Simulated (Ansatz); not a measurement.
Here is the system:

MgS:
```cif
data_MgS
_chemical_formula_sum 'Mg1 S1'
_space_group_name_H-M_alt 'P 1'
_space_group_IT_number 1
_cell_length_a 3.69800
_cell_length_b 3.69800
_cell_length_c 3.69800
_cell_angle_alpha 60.000
_cell_angle_beta 60.000
_cell_angle_gamma 60.000
loop_
_space_group_symop_operation_xyz
  'x, y, z'
loop_
_atom_site_label
_atom_site_type_symbol
_atom_site_fract_x
_atom_site_fract_y
_atom_site_fract_z
_atom_site_occupancy
Mg1 Mg 0.00000 0.00000 0.00000 1
S1 S 0.50000 0.50000 0.50000 1
```

This is the PBE-relaxed structure.

**Question.** All from DFT-PBE in the program Ansatz with PAW potentials, unless another level is named. Give the formation energy from the elements (no fitted shifts).

**Answer.** -1.44 eV/atom.

**Question.** What about the smallest direct gap on the standard path?

**Answer.** 3.60 eV.

**Question.** What about the band gap?

**Answer.** 2.76 eV (indirect).

**Question.** And the valence-band maximum?

**Answer.** at Γ.

**Question.** Give the conduction-band minimum.

**Answer.** at X (3 equivalent valleys).

Space group Fm-3m (rock salt). The cell was relaxed with PBE under the symmetry of its start. The references are the lowest solids computed at this level, not always the standard phases.

Potentials: the later of the program's two PAW sets.
